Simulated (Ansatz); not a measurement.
# Ag (P6_3/mmc): several responses side by side

Conventional cell: a = 2.866 Å, b = 2.866 Å, c = 4.697 Å, α = 90.00°, β = 90.00°, γ = 120.00°. Ag (atom 1) is surrounded by 12 Ag at 2.87 Å.

The structure is one entry of a database and needn't be the stable phase. Ansatz runs use the cell relaxed by PAW under their functional.

(1) What do its conduction electrons give? (PBEsol, all-electron LAPW in Ansatz 0.2.0, scalar-relativistic; a = 2.866, c = 4.697 Å; k mesh 16×16×8, fine mesh 20×20×12, Fermi-Dirac smearing of 0.080 eV, basis error target 1 meV/atom)

(2) How stiff is it? (PBEsol, all-electron LAPW in Ansatz 0.2.0, scalar-relativistic; a = 2.866, c = 4.694 Å; k mesh 18×18×10, strains of ±0.008, Fermi-Dirac smearing of 0.080 eV, basis error target 1 meV/atom)

(3) How does it vibrate? (PBEsol, all-electron LAPW in Ansatz 0.2.0, scalar-relativistic; a = 2.853, c = 4.730 Å; k mesh 15×15×8, Fermi-Dirac smearing of 0.100 eV, basis error target 1 meV/atom; q mesh 3×3×1)

Answers

(1) Fermi-surface sums: N(E_F) = 0.28 states/eV/atom, ħω_p (r.m.s. of x, y, z) = 8.9 eV, Fermi speed = 1.29×10⁶ m/s.

(2) Elastic moduli (Hill averages, relaxed ions; θ_D from sound speeds over directions): B = 118 GPa, G = 30.3 GPa, C11 = 165 GPa, C33 = 190 GPa, C44 = 23.6 GPa, ν = 0.381, θ_D = 219 K.

(3) Harmonic phonons by finite displacements (negative means unstable): highest mode = 174 cm⁻¹, lowest at K = 113 cm⁻¹, lowest optical at Γ = 69.7 cm⁻¹, highest at Γ = 174 cm⁻¹.

Limits of these numbers: these sums move with the mesh, by several per cent and more for small sheets (Fermi surface); responses of metals move with mesh and smearing (moduli, phonons); elastic stability says nothing of phonons or of other phases (moduli).
